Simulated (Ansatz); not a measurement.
In₂S: relaxed-ion elastic tensor

The calculation used DFT PBE, scalar-relativistic, plane waves, PAW (Ansatz). Settings: 420 eV plane-wave cutoff, Γ-centred 12×12×10 mesh, Fermi-Dirac smearing of 0.15 eV. No spin polarisation.

Equilibrium structure at this level:
```
In S
1.0
     3.94528    0.00000    0.00000
     0.00000    3.94528    0.00000
     0.00000    0.00000    5.44042
In S
2 1
Direct
  0.50000 0.00000 0.66154
  0.00000 0.50000 0.33846
  0.00000 0.00000 0.00000
```

The structure comes from a generated guess, relaxed at this level; another structure or a mixture of phases may lie lower. In a metal, frequencies and elastic constants depend on the k mesh and the smearing, soft modes and shear constants most.

Question: Give the relaxed-ion elastic constants (GPa, Voigt order xx yy zz yz xz xy, on the Cartesian axes of the cell above).

Answer:
```
43.3 13.5 18.2  0.0  0.0  0.0
13.5 43.3 18.2  0.0  0.0  0.0
18.2 18.2 50.4  0.0  0.0  0.0
 0.0  0.0  0.0  7.8  0.0  0.0
 0.0  0.0  0.0  0.0  7.8  0.0
 0.0  0.0  0.0  0.0  0.0  0.6
```

Question: Is the crystal stable against homogeneous strain?

Answer: Too close to call: the least eigenvalue is 0.5 GPa, within what the k mesh leaves open in a metal.
